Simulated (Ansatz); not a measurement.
Cu$_{2}$O (cuprite type, space group Pn-3m)

```cif
data_Cu4O2
_chemical_formula_sum 'Cu4 O2'
_space_group_name_H-M_alt 'Pn-3m :1'
_space_group_IT_number 224
_space_group_name_Hall 'P 4n 2 3 -1n'
_cell_length_a 4.22208
_cell_length_b 4.22208
_cell_length_c 4.22208
_cell_angle_alpha 90.000
_cell_angle_beta 90.000
_cell_angle_gamma 90.000
loop_
_atom_site_label
_atom_site_type_symbol
_atom_site_symmetry_multiplicity
_atom_site_Wyckoff_symbol
_atom_site_fract_x
_atom_site_fract_y
_atom_site_fract_z
_atom_site_occupancy
Cu1 Cu 4 c 0.75000 0.75000 0.75000 1
O1 O 2 a 0.00000 0.00000 0.00000 1
```

E(V) scan at fixed shape, V₀ the volume above. Symmetry pins the atoms to their sites.

The numbers are results of PBEsol (plane waves to 420 eV, PAW, scalar-relativistic; Ansatz, a program for electronic structure), not measurements. k mesh 8×8×8 (Γ-centred), Fermi-Dirac smearing 0.05 eV. E stands for the smeared free energy. Compression counts positive. Cu2O is run without spin polarisation. Cu2O was relaxed with its symmetry unable to fall. The PAW data are Ansatz's earlier set. The zero of ΔE is the relaxed starting cell.

```csv
V (Å³/atom),P (GPa),ΔE (kJ/mol of atoms)
11.791,9.33,1.99
11.979,6.69,[?]
12.167,4.27,[?]
12.356,2.04,0.11
12.544,0.00,0.00
12.732,-1.87,0.11
12.920,-3.59,0.42
13.108,-5.17,0.92
13.296,-6.61,1.58
```

Q: What belongs in the gaps?

A: 
- 11.979, ΔE (kJ/mol of atoms): 1.09
- 12.167, ΔE (kJ/mol of atoms): 0.47

(A scan under strain: stresses follow from slopes of the energy per volume, elastic moduli from its curvatures.)
